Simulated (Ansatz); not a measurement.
Relaxation of a relaxed La cell with every coordinate shifted by Gaussian noise of σ = 0.2 Å; 4 atoms in the cell, which starts as P1 (No. 1), aP4; a = b = 3.770 Å, c = 12.081 Å, α = β = 90.00°, γ = 120.00°. The numbers are results of PBE (plane waves to 420 eV, PAW, scalar-relativistic; Ansatz, an electronic-structure program), not measurements. Γ-centred k-mesh 10×10×3 on the run's cell (coarser than for final values), Fermi–Dirac smearing 0.05 eV. This is the first round of the run. 

The optimiser's lines from the output (shortened; P is positive under compression):

```
relax step   1: F+E_penalty+E_count = -25001.16850897 eV  Δ(F+E_penalty+E_count) = +0.000e0 eV  max|allowed force component| = 2.910e-1 eV/Å  Δτ_max = 0.0000 Å  P = +0.050 GPa  Ω = 148.730 Å³  (9 SCF iters, dr2 threshold 1.00e-7 eV, accepted)
relax step   2: F+E_penalty+E_count = -25001.23425530 eV  Δ(F+E_penalty+E_count) = -6.575e-2 eV  max|allowed force component| = 7.334e-2 eV/Å  Δτ_max = 0.1331 Å  P = +0.010 GPa  Ω = 148.929 Å³  (8 SCF iters, dr2 threshold 4.00e-7 eV, accepted)
relax step   3: F+E_penalty+E_count = -25001.24728435 eV  Δ(F+E_penalty+E_count) = -1.303e-2 eV  max|allowed force component| = 1.229e-2 eV/Å  Δτ_max = 0.1150 Å  P = +0.005 GPa  Ω = 149.065 Å³  (8 SCF iters, dr2 threshold 3.36e-7 eV, accepted)
relax step   4: F+E_penalty+E_count = -25001.24760153 eV  Δ(F+E_penalty+E_count) = -3.172e-4 eV  max|allowed force component| = 2.309e-3 eV/Å  Δτ_max = 0.0208 Å  P = +0.000 GPa  Ω = 149.096 Å³  (7 SCF iters, dr2 threshold 9.45e-9 eV, accepted)
relax step   5: F+E_penalty+E_count = -25001.24761538 eV  Δ(F+E_penalty+E_count) = -1.385e-5 eV  max|allowed force component| = 2.310e-3 eV/Å  Δτ_max = 0.0000 Å  P = +0.000 GPa  Ω = 149.096 Å³  stress off target by 1.13e-2 GPa  SCF on the basis re-selected at this cell (its energy is not comparable with the rows above)  (5 SCF iters)
```

From the first to the last row the energy changes by -0.02 eV/atom and the volume by +0.2 %. The last row is marked as not comparable with the walk above it, whose basis was carried along; it does compare with step 1, since both stand on a basis selected at the nominal cutoff for their own cell.

Later rounds, restarted from the end of this one on a renewed k-mesh, logged 4 more steps and released under 0.01 eV/atom more. The final structure after all rounds: P6₃/mmc (No. 194), hP4, AFLOW prototype A_hP4_194_ac (A3', as in La); a = 3.7702 Å, b = 3.7702 Å, c = 12.0810 Å, α = 90.00°, β = 90.00°, γ = 120.00°. No spin polarisation in the result.
